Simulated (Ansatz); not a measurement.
Input file for Ansatz (a first-principles code):

Ansatz 0.2 input:
```yaml
crystal:
  lattice:
    - [6.9864486354, 0.0, 0.0]
    - [0.0, 6.9864486354, 0.0]
    - [0.0, 0.0, 6.9864486354]
  atoms:
    - { symbol: Ga, position: [0.25, 0.0, 0.5] }
    - { symbol: Ga, position: [0.5, 0.25, 0.0] }
    - { symbol: Ga, position: [0.5, 0.75, 0.0] }
    - { symbol: Ga, position: [0.75, 0.0, 0.5] }
    - { symbol: Ga, position: [0.0, 0.5, 0.75] }
    - { symbol: Ga, position: [0.0, 0.5, 0.25] }
    - { symbol: As, position: [0.25, 0.5, 0.0] }
    - { symbol: As, position: [0.0, 0.25, 0.5] }
    - { symbol: As, position: [0.0, 0.75, 0.5] }
    - { symbol: As, position: [0.75, 0.5, 0.0] }
    - { symbol: As, position: [0.5, 0.0, 0.75] }
    - { symbol: As, position: [0.5, 0.0, 0.25] }
kpoints:
  mp_grid: { grid: [4, 4, 4] }
hamiltonian:
  xc: r2scan
  pseudopotentials: { azcp: { folder: ./paw }, kind: paw }
scf:
  occupations: { method: fixed }
output:
  optics: { e_range: [0.0, 15.0], de: 0.05, sigma: 0.1, bands: { spectra_wanted_up_to: 12 eV } }
```

Output (shortened):

```
output.optics: the spectra are integrated over the Brillouin zone by k·p interpolation around the k-points, where levels, occupations, output.optics.sigma and …
Pseudopotential: Ga, paw, valence charge 13
Pseudopotential: As, paw, valence charge 15
Functional definition: r2SCAN
Crystal: 12 atoms, lattice volume = 341.012 Å³
Basis set: ecut = 500 eV, 8709 PW (Γ), exchange–correlation on 216×216×216 points (64 copies of the dense FFT grid, shifted against one another)
Bands: 101, of which v1, the nominal top of the filled ones, is band 84 counted from 1 (83 counted from 0)
Symmetry: 48 space group operations
Space group: Pm-3n (ITA 223), of the structure as read, at distance tolerance 7.0e-5 Å
k-points: 10 of 64
iter 1 solved again at ethr=2.40e-3 eV; its pass at ethr=3.10e-3 eV (dr2=4.03e0 eV) is discarded
SCF iter   1: F=—  HF=-51932.518037 eV  |F-HF|=—  |Δ(HF+E_count)|=         —  Δρ=4.36e-2  dr2=4.03e0  dr2_τ=3.52e-2  ethr=2.40e-3  ⟨swp⟩=1.0  Hψ=4507  notcnv=0  defer=106
preconditioner: auto → Resta (q_TF=auto, 2.425 Å⁻¹)
SCF iter   2: F=—  HF=-51932.268295 eV  |F-HF|=—  |Δ(HF+E_count)|=   2.50e-1  Δρ=2.31e-2  dr2=1.36e0  dr2_τ=4.91e-3  ethr=2.40e-3  ⟨swp⟩=2.0  Hψ=937  notcnv=0  defer=137
SCF iter   3: F=—  HF=-51932.229724 eV  |F-HF|=—  |Δ(HF+E_count)|=   3.86e-2  Δρ=5.03e-3  dr2=1.08e-1  dr2_τ=1.17e-3  ethr=8.12e-4  ⟨swp⟩=2.8  Hψ=1490  notcnv=0  defer=138
SCF iter   4: F=—  HF=-51932.150127 eV  |F-HF|=—  |Δ(HF+E_count)|=   7.96e-2  Δρ=2.28e-3  dr2=2.52e-2  dr2_τ=8.53e-5  ethr=6.42e-5  ⟨swp⟩=3.0  Hψ=1633  notcnv=0  defer=142
SCF iter   5: F=—  HF=-51932.159887 eV  |F-HF|=—  |Δ(HF+E_count)|=   9.76e-3  Δρ=6.35e-4  dr2=1.64e-3  dr2_τ=3.23e-5  ethr=1.50e-5  ⟨swp⟩=2.7  Hψ=1518  notcnv=0  defer=143
SCF iter   6: F=—  HF=-51932.160192 eV  |F-HF|=—  |Δ(HF+E_count)|=   3.05e-4  Δρ=3.36e-4  dr2=3.89e-4  dr2_τ=4.14e-6  ethr=9.75e-7  ⟨swp⟩=2.0  Hψ=1799  notcnv=0  defer=143
SCF iter   7: F=—  HF=-51932.161044 eV  |F-HF|=—  |Δ(HF+E_count)|=   8.52e-4  Δρ=1.03e-4  dr2=8.20e-5  dr2_τ=3.83e-7  ethr=2.31e-7  ⟨swp⟩=2.0  Hψ=1800  notcnv=0  defer=141
SCF iter   8: F=—  HF=-51932.161364 eV  |F-HF|=—  |Δ(HF+E_count)|=   3.20e-4  Δρ=2.39e-5  dr2=4.06e-6  dr2_τ=3.54e-8  ethr=4.88e-8  ⟨swp⟩=2.6  Hψ=1172  notcnv=0  defer=123
SCF iter  13: F=-51932.161462 eV  HF=-51932.161462 eV  |F-HF|=0.00e0  |Δ(HF+E_count)|=  6.55e-11  Δρ=1.86e-8  dr2=1.01e-12  dr2_τ=1.63e-14  ethr=1.00e-12  ⟨swp⟩=10.2  Hψ=4247  notcnv=0
SCF 1 converged in 13 iterations: F = -51932.161462 eV  dr2 = 1.01e-12
NSCF: frozen V_eff on 10 k-points
Optics k sum: 0 of 10 k-points
Optics k sum: 1 of 10 k-points
Optics k sum: 2 of 10 k-points
Optics k sum: 3 of 10 k-points
Optics k sum: 4 of 10 k-points
Optics k sum: 5 of 10 k-points
Optics k sum: 6 of 10 k-points
Optics k sum: 7 of 10 k-points
Optics k sum: 8 of 10 k-points
Optics k sum: 9 of 10 k-points
Optics k sum: 10 of 10 k-points
Optics k sum: 0 of 10 k-points
Optics k sum: 1 of 10 k-points
Optics k sum: 2 of 10 k-points
Optics k sum: 3 of 10 k-points
Optics k sum: 4 of 10 k-points
Optics k sum: 5 of 10 k-points
Optics k sum: 6 of 10 k-points
Optics k sum: 7 of 10 k-points
Optics k sum: 8 of 10 k-points
Optics k sum: 9 of 10 k-points
Optics k sum: 10 of 10 k-points
output.optics: what the bands over the 164 summed would add to eps1, eps2 and the energy-loss function is held between a lower and an upper bound (8 Lanczos …
SCF converged after 13 iterations
Free energy (F): -51932.161462 eV
Harris-Foulkes:  -51932.161462 eV  (|F-HF|=0.00e0)
Internal energy: -51932.161462 eV  (E = F + TS)
E sigma→0 (E₀):  -51932.161462 eV
Fermi energy:    5.234060 eV
--- Per-component energies (eV) ---
  E_band       = -2439.458186
  E_kinetic    = 1250.865498
  E_local      = -27241.497369  (includes V_loc(G=0)·N_el)
  E_nonlocal   = -2906.948976
  E_hartree    = 15248.062764
  E_xc         = -739.001733
  E_vxc        = -813.183598  (∫ρ·V_xc dr)
  E_paw        = -24184.511884  (= ΣΔE_a)
  E_vpaw       = -3268.222336  (= ΣTr[D̂ρ^β])
  E_aug_tail   = 0.000344  (compensation charges beyond the density's cutoff)
  E_vtau       = 43.402874  (kinetic-family band-sum trace: ∫τ·v_τ [+ j·A + Jᵃ·Aᵃ] dr)
  E_ewald      = -13346.467348
  E_core_change = -12.662758  (= ΣΔE_core)
  E_smearing   =  0.000000  (= −TS)
  E_closure    = 0.000000  (closes the sum)
  Σ components = -51932.161462   (vs F -51932.161462, Δ=0.00e0)
  [band-id]    e_kinetic+e_local+e_nonlocal+2·e_hartree+e_vxc+e_vpaw+e_augmentation_tail+e_vtau = -2439.458036   (vs E_band -2439.458186, Δ=1.51e-4)
--- Band table (eV; the first three rows and the last of 10) ---
  k-point 0: bands = ["-30.5633", "-30.5633", "-30.5633", "-30.5623", "-30.5623", "-30.5623", "-30.5605", "-30.5605", "-30.5605", "-30.5604", "-30.5604", "-30.5604", "-30.5581", "-30.5577", "-30.5577", "-30.5520", "-30.5520", "-30.5517", "-30.5517", …
  k-point 1: bands = ["-30.5632", "-30.5632", "-30.5632", "-30.5624", "-30.5621", "-30.5621", "-30.5608", "-30.5608", "-30.5605", "-30.5604", "-30.5604", "-30.5604", "-30.5580", "-30.5577", "-30.5565", "-30.5520", "-30.5520", "-30.5517", "-30.5517", …
  k-point 2: bands = ["-30.5630", "-30.5630", "-30.5628", "-30.5628", "-30.5615", "-30.5615", "-30.5615", "-30.5615", "-30.5604", "-30.5604", "-30.5604", "-30.5604", "-30.5578", "-30.5578", "-30.5534", "-30.5534", "-30.5520", "-30.5520", "-30.5517", …
  k-point 9: bands = ["-30.5618", "-30.5618", "-30.5618", "-30.5618", "-30.5618", "-30.5618", "-30.5615", "-30.5615", "-30.5615", "-30.5615", "-30.5615", "-30.5615", "-30.5534", "-30.5534", "-30.5534", "-30.5534", "-30.5534", "-30.5534", "-30.5518", …
```

Cost: around 13 core-minutes (rough) on shared cores.

The start of the workflow was typed in or built on a structure type; neither database checked (COD, Materials Project) lists it. It is not the phase usual at ambient conditions (space group No. 216). The cell was relaxed with r²SCAN under the symmetry of its start; whether a distortion lowers the energy is not shown. The volume moved by 22 % from the start of the relaxation. Scalar-relativistic: spin–orbit coupling is off unless named, which matters more the heavier the elements.

Potentials: the earlier of the program's two PAW sets.

Ansatz is a plane-wave DFT program.
